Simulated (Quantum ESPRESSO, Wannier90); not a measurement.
# Tight-binding from DFT: ZrPbO₃ (Amm2)

```
ZrPbO3
1.0
    4.17636     0.00000     0.00000
    0.00000     2.98069     3.06698
    0.00000    -2.98069     3.06698
Zr Pb O
1 1 3
Cartesian
  2.08818   0.00000  -3.02478
  0.00000   0.00000  -0.33725
  2.08818   1.39759  -1.24158
  2.08818  -1.39759  -1.24158
  0.00000   0.00000  -2.69950
```

Materials Project entry mp-20337; symmetrised, unrelaxed at this level. COD (Crystallography Open Database) has the formula in 2 space groups, this one among them (matched by group alone). Method: PBEsol plane waves in Quantum ESPRESSO 7.5 (PseudoDojo norm-conserving files, 68 Ry, spinors with spin-orbit coupling), Bloch states on a 6×4×4 mesh through Γ, Wannier90 4.0.1. Density: 8×8×8 mesh, cold smearing 0.01 Ry.

postw90 (berry_task = kubo; independent particles, width 0.1 eV, no gap correction, excitons or local fields) prints σ_xx of the spinor bands:

```csv
ħω (eV),Re σ (S/cm),Im σ (S/cm)
0.10,0,-66
3.35,949,-4130
6.00,8630,87
```

Task: Work out the dielectric function, refractive index, reflectivity and absorption coefficient at these energies.

Result: ε = 1 + iσ/(ε0 ω), so ε₂ = Re σ/(ε0 ω) and ε₁ = 1 − Im σ/(ε0 ω); ε0 ω = 134.5 S/cm × ħω in eV.
- 0.10 eV: ε₁ = 5.9, ε₂ = 0.0; n + ik = √ε = 2.43 + 0.00i; R = 17 %
- 3.35 eV: ε₁ = 10.2, ε₂ = 2.1; n + ik = √ε = 3.21 + 0.33i; R = 28 %; α = 2ωk/c = 110000 cm⁻¹
- 6.00 eV: ε₁ = 0.9, ε₂ = 10.7; n + ik = √ε = 2.41 + 2.22i; R = 42 %; α = 2ωk/c = 1300000 cm⁻¹
The model holds its own bands alone, so ε₁ lacks the part of higher transitions, and near sharp peaks it hangs on the broadening.
